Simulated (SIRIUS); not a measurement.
Set-up for a self-consistent single point of TePb₂S (R-3m, 4 atoms in the cell; from Materials Project mp-1217283, changed as shown).

```
TePb2S
1.0
    2.20018     1.27028     7.18869
   -2.20018     1.27028     7.18869
    0.00000    -2.54055     7.18869
Te Pb S
1 2 1
Cartesian
  0.00000   0.00000  10.78303
  0.00000   0.00000  15.99589
  0.00000   0.00000   5.57017
  0.00000   0.00000   0.00000
```

All values come from this method and carry its errors: LDA (PW92), FP-LAPW (LAPW with two local orbitals a valence shell; core below -3 Ha), all-electron full potential with ZORA scalar-relativistic valence and Dirac core in SIRIUS 7.12.0.

SIRIUS settings:

* **parameters.ngridk**: 8 8 8
* **basis**: LAPW with two local orbitals a valence shell, core below -3 Ha
* **unit_cell.atom_type_rmt**: {Te: 2.4, Pb: 2.4, S: 2.4} bohr
* **parameters.xc_functionals**: [XC_LDA_X, XC_LDA_C_PW]
* **parameters.aw_cutoff**: 7
* **parameters.pw_cutoff**: 16 1/bohr
* **parameters.smearing**: fermi_dirac
* **parameters.smearing_width**: 0.000734986 Ha
* **parameters.electronic_structure_method**: full_potential_lapwlo
* **parameters.lmax_apw**: 8
* **parameters.lmax_rho**: 8
* **parameters.lmax_pot**: 8
* **parameters.auto_rmt**: 0
* **parameters.num_fv_states**: 30
* **parameters.num_mag_dims**: 0
* **parameters.num_dft_iter**: 100
* **parameters.energy_tol**: 1e-07 Ha
* **parameters.density_tol**: 1e-06
* **mixer.type**: anderson
* **mixer.beta**: 0.2
* **mixer.use_hartree**: true

Results:

- Number of valence electrons = 50
- Number of bands = 30
- Number of k-points after the program's reduction = 65
- Size of the basis = 406
- Number of SCF iterations = 17
- FFT grid = 80 × 80 × 80
- Free energy E − TS = -1334014.2633 eV
- Gap on the k-point mesh = 0.47 eV
- Largest force (vector length) = 0.057 eV/Å

Forces (eV/Å):
```json
[
 {"atom": "Te1", "Fx": "0.000", "Fy": "0.000", "Fz": "0.000"},
 {"atom": "Pb2", "Fx": "0.000", "Fy": "0.000", "Fz": "-0.057"},
 {"atom": "Pb3", "Fx": "0.000", "Fy": "0.000", "Fz": "0.057"},
 {"atom": "S4", "Fx": "0.000", "Fy": "0.000", "Fz": "0.000"}
]
```

The gap is read on the k-point mesh of the run and can differ from the gap over the whole zone at this level.

For comparison: a first run was changed to give this one (lattice scaled by 0.98), and from it to this one the free energy falls by 48.8 meV/atom, the largest force goes from 0.029 to 0.057 eV/Å and the gap on the mesh goes from 0.613 to 0.465 eV.

Spin-orbit coupling is left out, which matters for bands and gaps with elements this heavy. The structure comes from a collection of computed structures, made at another level of theory; the collection holds predicted forms beside known ones. Its lattice was then scaled. Values depend on the basis (sphere radii, cutoffs, local orbitals), which need not be converged.

Cost on one core: very roughly 2.6 core-minutes.
